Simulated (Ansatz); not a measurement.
A relaxed cell of SrGe₂H₂ against its rivals

Atoms and cell were relaxed at zero pressure (6.3 % in volume from the start). The relaxed cell:

```
Ge H Sr
1.0
     2.35313    4.07575    0.00000
    -2.35313    4.07575    0.00000
     0.00000    0.00000    4.38929
Ge H Sr
2 2 1
Direct
  0.33333 0.33333 0.51226
  0.66667 0.66667 0.48774
  0.33333 0.33333 0.14037
  0.66667 0.66667 0.85963
  0.00000 0.00000 0.00000
```

Space group P-3m1 (No. 164); conventional cell a = 4.706 Å, b = 4.706 Å, c = 4.389 Å, α = 90.00°, β = 90.00°, γ = 120.00°.

Computed with plane-wave PAW DFT (Ansatz 0.2.0): r2SCAN, 500 eV cutoff, 7×7×6 Γ-centred mesh, fermi-dirac occupations of width 0.100 eV. Spin: none; no U, no spin-orbit coupling.

Question: What is its formation energy?

Answer: -0.271 eV an atom at 0 K against the elements' lowest computed crystals and the free molecules of gases, with no empirical correction.

Question: Does it lie on the convex hull?

Answer: Against the table of rival phases, relaxed alike, its height over the hull falls in the band over 100 meV an atom.

The start was: a known structure type with other elements put in, at an estimated volume. An invented cell need not be a known compound.

Caveats: differences under 20 meV an atom lie within the error of meshes and cutoff; the relaxation keeps the start's symmetry, so a distorted cell may lie lower; zero-point energy is left out, some tens of meV an atom in hydrides, and rivals outside our set may lie lower.
